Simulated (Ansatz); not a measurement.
A geometry of Pd away from equilibrium: step 2 of the relaxation of a relaxed Pd cell, doubled along one cell vector, shaken by Gaussian noise of σ = 0.08 Å a coordinate. Level of theory: PBEsol (plane waves to 420 eV, PAW, scalar-relativistic; Ansatz, an electronic-structure program). Γ-centred k-mesh 7×13×13 on the run's cell (coarser than for final values), Fermi–Dirac smearing 0.05 eV. The plane waves were selected for a different cell earlier on the path.

```yaml
crystal:
  lattice:
    - [5.00389, 0.04770, -0.01146]
    - [0.02385, 2.57227, 0.00037]
    - [-0.00573, 0.00037, 2.56769]
  atoms:
    - { symbol: Pd, position: [0.99897, 0.08772, 0.98928] }
    - { symbol: Pd, position: [0.50465, 0.96502, 0.01782] }
```

Question: Give the Cartesian forces on all atoms (eV/Å).

Answer: 
```csv
atom,Fx,Fy,Fz
Pd1,0.28,0.39,-0.06
Pd2,-0.28,-0.39,0.06
```

The path ends in Fm-3m (No. 225) (fcc (Cu type)). No spin polarisation in the result.

The run could not lose the symmetry of its start.

Of the parent cell (Pm-3m (No. 221)): it is a generated cell of Pd: the first start was made by placing the elements on the sites of a structure type, and the end was not matched to a known phase here, so it may be hypothetical. Known forms of Pd include space group No. 225.
